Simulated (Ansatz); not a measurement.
BaIn$_{4}$:
```
CELL_PARAMETERS angstrom
     -2.50368     2.50368     6.04040
      2.50368    -2.50368     6.04040
      2.50368     2.50368    -6.04040
ATOMIC_POSITIONS crystal
  Ba 0.00000 0.00000 0.00000
  In 0.75000 0.25000 0.50000
  In 0.25000 0.75000 0.50000
  In 0.61716 0.61716 0.00000
  In 0.38284 0.38284 0.00000
```

Relaxed with r²SCAN.

Q: Which orbitals make up the states near the Fermi level in DFT-r²SCAN in the program Ansatz with PAW potentials?

A: Within 0.5 eV of the Fermi level: In 5p 74 %, In 5s 16 %, outside the projected shells 8 %. Projections are on Löwdin-orthogonalised atomic valence shells; empty p or d shells of many metals are not among them.

Q: Tabulate the density of states.

A: States/eV per cell of 5 atoms, in 0.25 eV bins, energy from the Fermi level.

```csv
E (eV),total,In 5p,In 5s,Ba 6s
-7.85,1.09,0.38,0.65,0.02
-7.60,1.17,0.42,0.69,0.01
-7.35,0.99,0.38,0.57,0.01
-7.10,1.40,0.56,0.78,0.02
-6.85,1.95,0.77,1.07,0.05
-6.60,1.45,0.62,0.76,0.02
-6.35,1.15,0.52,0.59,0.01
-6.10,0.94,0.44,0.47,0.01
-5.85,0.75,0.35,0.38,0.00
-5.60,1.01,0.45,0.53,0.00
-5.35,1.22,0.56,0.62,0.01
-5.10,1.99,0.96,0.93,0.04
-4.85,1.90,0.93,0.88,0.03
-4.60,1.67,0.82,0.78,0.01
-4.35,1.24,0.62,0.57,0.01
-4.10,0.92,0.46,0.43,0.01
-3.85,0.92,0.46,0.43,0.00
-3.60,1.22,0.62,0.55,0.01
-3.35,1.28,0.69,0.52,0.02
-3.10,1.16,0.74,0.35,0.03
-2.85,1.36,1.00,0.25,0.04
-2.60,1.77,1.42,0.23,0.04
-2.35,1.72,1.41,0.21,0.03
-2.10,2.36,2.03,0.20,0.03
-1.85,3.73,3.27,0.21,0.05
-1.60,3.12,2.72,0.20,0.03
-1.35,2.82,2.43,0.20,0.02
-1.10,2.37,1.98,0.21,0.02
-0.85,2.10,1.72,0.22,0.02
-0.60,2.10,1.71,0.22,0.01
-0.35,1.61,1.27,0.20,0.01
-0.10,1.29,0.99,0.18,0.01
0.15,1.14,0.82,0.20,0.01
0.40,1.38,0.92,0.29,0.02
0.65,1.66,0.90,0.45,0.04
0.90,3.20,1.52,0.96,0.05
1.15,3.52,1.69,0.99,0.07
1.40,2.62,1.33,0.62,0.05
1.65,3.00,1.48,0.65,0.07
1.90,3.62,1.73,0.59,0.07
2.15,2.97,1.43,0.41,0.06
2.40,3.36,1.57,0.45,0.09
2.65,3.78,1.71,0.50,0.14
2.90,3.66,1.53,0.49,0.13
3.15,4.70,1.79,0.61,0.15
3.40,4.42,1.55,0.50,0.13
```

Space group I4/mmm. The first step of the workflow began from a Materials Project structure, measured or hypothetical; the Crystallography Open Database copy checked does not list it. Its standing as an ambient phase is unchecked. Symmetry was held in the r²SCAN relaxation; its stability against distortions is not shown here. Spin–orbit coupling is left out wherever it is not named.

Potentials: the later of the program's two PAW sets.
